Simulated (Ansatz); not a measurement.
Given:

B$_{4}$C:
```cif
data_C9B36
_chemical_formula_sum 'B36 C9'
_space_group_name_H-M_alt 'R-3m :H'
_space_group_IT_number 166
_space_group_name_Hall '-R 3 2"'
_cell_length_a 5.63237
_cell_length_b 5.63237
_cell_length_c 12.07606
_cell_angle_alpha 90.000
_cell_angle_beta 90.000
_cell_angle_gamma 120.000
loop_
_atom_site_label
_atom_site_type_symbol
_atom_site_symmetry_multiplicity
_atom_site_Wyckoff_symbol
_atom_site_fract_x
_atom_site_fract_y
_atom_site_fract_z
_atom_site_occupancy
B1 B 18 h 0.16734 0.33469 0.02623 1
B2 B 18 h 0.21589 0.10794 0.11387 1
C1 C 6 c 0.00000 0.00000 0.39024 1
C2 C 3 b 0.00000 0.00000 0.50000 1
```
(The calculation used a cell of 15 atoms; values per cell refer to that cell.)

This is the r²SCAN-relaxed structure.

Q: All from DFT-r²SCAN in the program Ansatz with PAW potentials, unless another level is named. Estimate the Bader charges.

A: B +0.09 to +0.35, C -1.05 to -0.53 e.

Q: Predict the electronic dielectric constant ε∞ (DFPT).

A: 7.30 (xx = yy), 8.91 (zz).

Q: What about the Born charges (a third of the trace)?

A: B -0.07 to +0.29, C -2.10 to +2.89 e.

Q: Predict the static dielectric constant ε0 (ions relaxed, cell fixed).

A: 7.89 (xx = yy), 10.4 (zz).

The workflow started from a Materials Project entry (that database holds measured and hypothetical structures alike); the Crystallography Open Database copy checked does not list it. Its standing as an ambient phase is unchecked. Symmetry was held in the r²SCAN relaxation; whether a distortion lowers the energy is not shown.

Potentials: the later of the program's two PAW sets.
